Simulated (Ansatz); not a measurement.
## Si4Mo3: relaxed-ion elastic tensor

Computed with Ansatz, DFT PBE, scalar-relativistic, plane waves, PAW. Settings: 420 eV plane-wave cutoff, Γ-centred 14×14×14 mesh, Gaussian smearing of 0.10 eV. No spin polarisation.

The cell, relaxed at this level:
```xyz
7
Lattice="-1.5989 1.5989 9.5157 1.5989 -1.5989 9.5157 1.5989 1.5989 -9.5157" Properties=species:S:1:pos:R:3 pbc="T T T"
Si    0.0000    0.0000    8.2036
Si    0.0000    0.0000   10.8279
Si    0.0000    0.0000   16.3416
Si    0.0000    0.0000    2.6899
Mo    0.0000    0.0000    0.0000
Mo    0.0000    0.0000    5.5998
Mo    0.0000    0.0000   13.4317
```

It was reached by relaxing an invented guess, and it needn't be the stable form of this composition. In a metal, frequencies and elastic constants depend on the k mesh and the smearing, soft modes and shear constants most.

Question: Give the relaxed-ion elastic constants (GPa, Voigt order xx yy zz yz xz xy, on the Cartesian axes of the cell above).

Answer:
```
355.7 138.6 125.0   0.0   0.0   0.0
138.6 355.7 125.0   0.0   0.0   0.0
124.9 124.9 422.9   0.0   0.0   0.0
  0.0   0.0   0.0 195.6   0.0   0.0
  0.0   0.0   0.0   0.0 195.6   0.0
  0.0   0.0   0.0   0.0   0.0 196.5
```

Question: Is the crystal stable against homogeneous strain?

Answer: Yes: the least eigenvalue of the tensor is 195.6 GPa.

Question: And the moduli of a polycrystal (Hill averages)?

Answer: B = 212 GPa, G = 163 GPa, E = 388 GPa, ν = 0.19.
